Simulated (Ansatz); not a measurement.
The elements of this relaxed trial crystal are hidden behind letters.

```
lattice vectors (Å)
   5.5750    0.0000    0.0000
  -2.7875    4.8281    0.0000
   0.0000    0.0000    3.1552
fractional positions
X 0.5000 0.0000 0.0000
X 0.0000 0.5000 0.0000
X 0.5000 0.5000 0.0000
X 0.0000 0.0000 0.5000
Z 0.3333 0.6667 0.5000
Z 0.6667 0.3333 0.5000
```

The calculation used Ansatz 0.2.0, DFT PBE, scalar-relativistic, plane waves, PAW. Plane waves to 420 eV, a 12×12×12 mesh through Γ for the 6-atom cell and 0.10 eV Gaussian smearing; no spin polarisation.

- Space group: P6/mmm (No. 191)
- Conventional cell: a = 5.575 Å, c = 3.155 Å
- Volume per atom: 14.15 Å³
- Density: 4.17 g/cm³
- Energy over the elements: −0.19 eV/atom
- Gap on the 12×12×12 mesh of the 6-atom cell: 0 eV (a metal)

Energies are uncorrected and count from the elements' standard states at the same level.

Q: X is a d-block element of period 4 and Z is a p-block element of period 2. Which elements are they?

A: X = Ti, Z = B, so the formula is Ti2B. Density times volume gives a mean mass of 4.17 × 14.15/1.6605 = 35.5 u per atom, and this set has 35.5 u. Among the elements that the hints allow, noble gases aside, only these give it. Around Ti on a site of symmetry mmm lie 4 B at 2.25 Å, 4 Ti at 2.79 Å and 6 Ti at 3.16–3.20 Å; Ti on a site of symmetry 6/mmm has 14 Ti at 3.16–3.20 Å and 6 B at 3.22 Å; B has 6 Ti at 2.25 Å, 5 B at 3.16–3.22 Å and 3 Ti at 3.22 Å.

A structure relaxed within its symmetry needn't be a true minimum. Another cell of Ti2B relaxed alike, in I4/mcm (a Materials Project cell), lies 216 meV/atom lower, so this cell isn't the stable form at this level.
